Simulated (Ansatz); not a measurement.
# Notes on InF3

```
CELL_PARAMETERS angstrom
2.71348 1.56663 4.80726
-2.71348 1.56663 4.80726
0.00000 -3.13326 4.80726
ATOMIC_POSITIONS crystal
In 0.00000 0.00000 0.00000
In 0.50000 0.50000 0.50000
F 0.85840 0.64160 0.25000
F 0.25000 0.85840 0.64160
F 0.64160 0.25000 0.85840
F 0.14160 0.35840 0.75000
F 0.75000 0.14160 0.35840
F 0.35840 0.75000 0.14160
```

Level: r2SCAN, no spin polarisation; 500 eV; 6×6×6 Γ-centred mesh; cold occupations (width 0.1868 eV); Ansatz 0.2.0, fixed geometry.

Task: What is the formation energy?

Result: -2.80 eV an atom against the elements' usual phases (free molecules for gases, crystals otherwise, with no correction for O₂ or N₂), so it is bound against them; other compounds may still compete. Relaxing would lower it.

Task: Which atom feels the largest force, and which way?

Result: The largest is on F3 (and as large on other atoms): 0.15 eV/Å, components (0.15, 0.00, 0.00). It makes 107° with the line to a nearest neighbour, In1 at 2.06 Å.

Task: Which orbitals make up the band edges?

Result: Within 0.7 eV of the edges, the states project mainly on F p (98 %) below the gap and on In s (70 %) and F s (14 %) above it.

Task: What is the band gap?

Result: The gap is 5.25 eV, indirect (the least direct gap found is 5.27 eV).

Task: What do density and ELF say about some of the short contacts?

Result: In–F at 2.06 Å: least valence density 0.55 e/Å³ and ELF 0.13 there. Both are smooth PAW fields, read partly inside the augmentation spheres.

Origin: a database entry at a rescaled volume. Caveats: wide smearing.
